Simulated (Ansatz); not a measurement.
Method: DFT PBEsol, scalar-relativistic, plane waves, PAW in Ansatz.

Cutoff 420 eV; k points 18×18×18 on the computed 3-atom cell (Γ-centred); Gaussian smearing, width 0.10 eV; no spin polarisation.

Structure with the computed forces (eV/Å) in the last three columns:

```xyz
3
Lattice="1.4496 0.8370 7.1982 -1.4496 0.8370 7.1982 0.0000 -1.6739 7.1982" Properties=species:S:1:pos:R:3:forces:R:3 pbc="T T T" pressure_GPa=-2.81
Ag    0.0000    0.0000    0.0000    0.0000    0.0000    0.0000
Ag    0.0000    0.0000   16.9170    0.0000    0.0000   -1.1650
Ag    0.0000    0.0000    4.6777    0.0000    0.0000    1.1650
```

Stress tensor (GPa, compression positive):

```
-2.91  0.00  0.00
 0.00 -2.91  0.00
 0.00  0.00 -2.62
```

This form isn't the element's structure at ambient conditions.